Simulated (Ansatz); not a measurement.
The guess for Al₃Ru was made by a generator: random cell by space group and Wyckoff sites (P6/mmm, No. 191). Lengths were set from tabulated atomic sizes, so they are only a guess.

```yaml
crystal:
  lattice:
    - [3.48206, 0.00000, 0.00000]
    - [-1.74103, 3.01555, 0.00000]
    - [0.00000, 0.00000, 6.34096]
  atoms:
    - { symbol: Al, position: [0.00000, 0.00000, 0.25800] }
    - { symbol: Al, position: [0.00000, 0.00000, 0.74200] }
    - { symbol: Al, position: [0.00000, 0.00000, 0.50000] }
    - { symbol: Ru, position: [0.00000, 0.00000, 0.00000] }
```

The calculation used DFT PBE, scalar-relativistic, plane waves, PAW (Ansatz 0.2.0). Cutoff 420 eV, Gaussian smearing, Γ-centred meshes. Cell and atoms relax first on a coarse mesh and then on a finer one. In between, the cell is made exact in the group found at 0.06 Å. In metals the finer mesh still leaves noise of several meV/atom or more. The steps can't lower the symmetry of their start. No spin polarisation.

A guess keeps its type if space group and coordination stay and the shape of the cell changes little (axis ratios within about 15 %, angles within 6°); the volume may change.

Question: Will the relaxed cell still be of the starting type?

Answer: It doesn't keep its type. The symmetry stays P6/mmm (No. 191). The volume per atom grows by 2.9 %, from 16.6 to 17.1 Å³. The shortest distance goes from 1.53 Å (Al–Al) to 2.52 Å (Al–Ru). The ratio c/a of the conventional cell changes by a factor of 2.16. Counting neighbours within 15 % of an atom's shortest distance, the start has Al 2, Ru 2 and the end Al 8, Ru 8. In detail, at the end around Al on a site of symmetry 6mm lie 1 Ru at 2.52 Å and 7 Al at 2.72–2.83 Å; around Al on a site of symmetry 6/mmm lie 8 Al at 2.72–2.83 Å; Ru is surrounded by 2 Al at 2.52 Å and 6 Ru at 2.72 Å.

```
CELL_PARAMETERS angstrom
2.71998 0.00000 0.00000
-1.35999 2.35557 0.00000
0.00000 0.00000 10.68944
ATOMIC_POSITIONS crystal
Al 0.00000 0.00000 0.23545
Al 0.00000 0.00000 0.76455
Al 0.00000 0.00000 0.50000
Ru 0.00000 0.00000 0.00000
```

The last run used an 18×18×6 mesh (in the run's order of axes) for its 4-atom cell and Gaussian smearing of 0.10 eV. The cell is a metal run without spin; a magnetic state may lie lower. A structure relaxed within its symmetry needn't be a true minimum. Another cell of Al3Ru relaxed alike, in Pm-3n, lies 0.78 eV/atom lower, so this cell isn't the stable form at this level.
